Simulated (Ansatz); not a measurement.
The numbers come from plane-wave PAW DFT (Ansatz): r2SCAN, no spin polarisation, 500 eV, 6×6×4 Γ-centred k points, methfessel-paxton occupations (width 0.0972 eV). Nothing was relaxed.

Computed maps in the lattice plane spanned by b (left to right, 4.47 Å, 14 points from zero) and c (bottom to top, 7.84 Å, 24 points from zero), 90° apart, at height 0.000 along a. The fields are smooth PAW ones with compensation charges, not the true ones near nuclei.

Valence density. Digits on a logarithmic scale: 0 up to 0.03 e/Å³, each further digit a factor of 1.6, 9 from 1.3 e/Å³ up:
```
99964210124699
99753210123579
98653223223568
99853468643589
99964799974699
99864999994689
99754899984579
66532589852356
54321234321234
87421222221247
99732222222379
99942222222499
99732222222379
87421222221247
54321234321234
66532589852356
99754899984579
99864999994689
99964799974699
99853468643589
98653223223568
99753210123579
99964210124699
99964210124699
```

ELF. Ten even steps from '0' (0.02) to '9' (0.99):
```
97213310133127
21012100012101
54421000001244
78750045400578
26850365630586
57840541450487
88730453540378
66410155510146
00000000000000
54000000000004
45400233320045
14500234320054
45400233320045
54000000000004
00000000000000
66410155510146
88730453540378
57840541450487
26850365630586
78750045400578
54421000001244
21012100012101
97213310133127
99323310133239
```

Q: The cell is Na5CoOsO2. Which atoms lie within 0.2 Å of this plane, and where (fractions of b and c)?

A: Na at (0.00, 0.50), Na at (0.50, 0.26), Na at (0.50, 0.74), Co at (0.00, 0.00), O at (0.00, 0.22), O at (0.00, 0.78). The whole cell:
```yaml
crystal:
  lattice:
    - [4.47231, 0.00000, 0.00000]
    - [0.00000, 4.47231, 0.00000]
    - [0.00000, 0.00000, 7.83580]
  atoms:
    - { symbol: Na, position: [0.00000, 0.00000, 0.50000] }
    - { symbol: Os, position: [0.50000, 0.50000, 0.50000] }
    - { symbol: Na, position: [0.00000, 0.50000, 0.25580] }
    - { symbol: Na, position: [0.50000, 0.00000, 0.25580] }
    - { symbol: Na, position: [0.00000, 0.50000, 0.74420] }
    - { symbol: Na, position: [0.50000, 0.00000, 0.74420] }
    - { symbol: Co, position: [0.00000, 0.00000, 0.00000] }
    - { symbol: O, position: [0.00000, 0.00000, 0.21870] }
    - { symbol: O, position: [0.00000, 0.00000, 0.78130] }
```

Origin: a known structure type with other elements, at an estimated volume, so it need not be a known compound. Caveats: no spin polarisation, so a magnetic state may lie lower.
